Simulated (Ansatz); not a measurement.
PbS (zinc blende, space group No. 216), r²SCAN (plane waves, PAW; program Ansatz). The conduction-band minimum lies at X, with 3 equivalent valleys. Second derivatives d²E/dk² of the lowest band at one valley (eV·Å²), along Cartesian directions:

```
direction  d²E/dk²
---------  -------
[100]        4.522
[010]        21.42
[001]        21.42
[110]        12.97
[101]        12.97
[011]        21.43
```

Q: Find the principal effective masses, the density-of-states mass and the conductivity mass.

A: Off-diagonal terms follow from H_xy = H[110] − (H_xx + H_yy)/2, and m*/mₑ = 7.620 eV·Å² over each eigenvalue: 0.36, 0.36, 1.7. One valley's DOS mass (m₁m₂m₃)^(1/3) = 0.60, conductivity mass 3/(Σ 1/mᵢ) = 0.48 mₑ.

Q: What effective density of states Nc follows at 300 K for parabolic valleys?

A: Nc = 2.509e19 × 3 × (0.60)^(3/2) ≈ 3.5e19 cm⁻³.

Space group F-43m (zinc blende). The start of the workflow was typed in or built on a structure type; neither database checked (COD, Materials Project) lists it. It is not the phase usual at ambient conditions (space group No. 225). The cell was relaxed with r²SCAN under the symmetry of its start. At this level the phase is mechanically unstable. Spin–orbit coupling is left out wherever it is not named.

Potentials: the earlier of the program's two PAW sets.

Edges and masses are those of Kohn–Sham bands, whose gap is no quasiparticle gap.
